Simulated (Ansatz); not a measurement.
Ru vacancy in LaAl2BRu2

Level of theory: r2SCAN, no spin polarisation, scalar-relativistic; Ansatz, plane waves to 500 eV (PAW set soft_2), k-mesh 4×4×4 shifted by half a step.

The relaxed host crystal (no gap at this level of theory):

```
La Al B Ru
1.0
     4.21338    0.00000    0.00000
     0.00000    4.21338    0.00000
     0.00000    0.00000    5.67837
La Al B Ru
1 2 1 2
Direct
  0.00000 0.00000 0.50000
  0.50000 0.50000 0.25047
  0.50000 0.50000 0.74953
  0.00000 0.00000 0.00000
  0.00000 0.50000 0.00000
  0.50000 0.00000 0.00000
```

Supercell of 24 atoms, rows of the matrix [[1,1,-1],[-1,1,1],[1,-1,1]] times the cell vectors; Ru vacancy at (0.000, 0.500, 0.000) in fractions of the cell above. Atoms are relaxed at the host's cell, from a start shaken by 0.03 Å near the defect. The cell loses 1 of its 8 Ru, so this is a heavily defective crystal.

Distances from the empty Ru site (Å), by shell of the perfect crystal:

```csv
shell,perfect crystal,"relaxed, charge 0"
2 B,2.11,1.97
4 Al,2.54,2.35
```

```
charge  gap of the cell on the mesh (eV)
     0                              0.00
```

Formation energy of the neutral defect: 2.92 eV, taking atoms from and to the elements' standard states (no corrections for gases), so it belongs to those chemical potentials alone.

Caveats: small supercell, so energies and levels can be off by tenths of an eV; one random start near the defect, so other minima are possible.
